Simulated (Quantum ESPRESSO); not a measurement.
# Si₃N₄: field gradients at the nuclei

```yaml
crystal:
  lattice:
    - [7.60454, 0.00000, 0.00000]
    - [-3.80227, 6.58572, 0.00000]
    - [0.00000, 0.00000, 2.90520]
  atoms:
    - { symbol: Si, position: [0.23108, 0.82495, 0.75000] }
    - { symbol: Si, position: [0.76892, 0.17505, 0.25000] }
    - { symbol: Si, position: [0.40613, 0.23108, 0.25000] }
    - { symbol: Si, position: [0.59387, 0.76892, 0.75000] }
    - { symbol: Si, position: [0.17505, 0.40613, 0.75000] }
    - { symbol: Si, position: [0.82495, 0.59387, 0.25000] }
    - { symbol: N, position: [0.33333, 0.66667, 0.75000] }
    - { symbol: N, position: [0.66667, 0.33333, 0.25000] }
    - { symbol: N, position: [0.96919, 0.66985, 0.75000] }
    - { symbol: N, position: [0.03081, 0.33015, 0.25000] }
    - { symbol: N, position: [0.29934, 0.96919, 0.25000] }
    - { symbol: N, position: [0.70066, 0.03081, 0.75000] }
    - { symbol: N, position: [0.33015, 0.29934, 0.75000] }
    - { symbol: N, position: [0.66985, 0.70066, 0.25000] }
```
The geometry is a computed Materials Project entry, not a measured one. It is Si3N4 in P6₃/m. Stability against distortions was not tested.

Computed: field gradients by the PAW reconstruction of the field gradient on a scalar-relativistic PBE ground state (a modified build of Quantum ESPRESSO, JTH datasets), 25 Ha, k-mesh 4×4×8 through Γ.

```json
[
 {"site": "Si (atoms 1, 2, 3, 4, 5, 6)", "site symmetry": "m", "Vzz (10²¹ V/m²)": "0.90", "η_Q": "0.30", "∣C_Q∣ (MHz)": "–"},
 {"site": "N1 (atoms 7, 8)", "site symmetry": "-6", "Vzz (10²¹ V/m²)": "-4.71", "η_Q": "0.00", "∣C_Q∣ (MHz)": "2.33 (¹⁴N)"},
 {"site": "N2 (atoms 9, 10, 11, 12, 13, 14)", "site symmetry": "m", "Vzz (10²¹ V/m²)": "-4.75", "η_Q": "0.08", "∣C_Q∣ (MHz)": "2.34 (¹⁴N)"}
]
```

Quadrupole moments taken as inputs (sizes, barn, from the tables of PySCF and pymatgen): ¹⁴N 0.0204.

Principal values are ordered |Vxx| ≤ |Vyy| ≤ |Vzz|, η = (Vxx − Vyy)/Vzz, and C_Q = eQVzz/h is given by its size. Cores are frozen. Against all-electron runs on small test molecules, this scheme's |Vzz| missed by −6 % on Si, under 1 % on N. The structure is static (0 K, no zero-point motion).
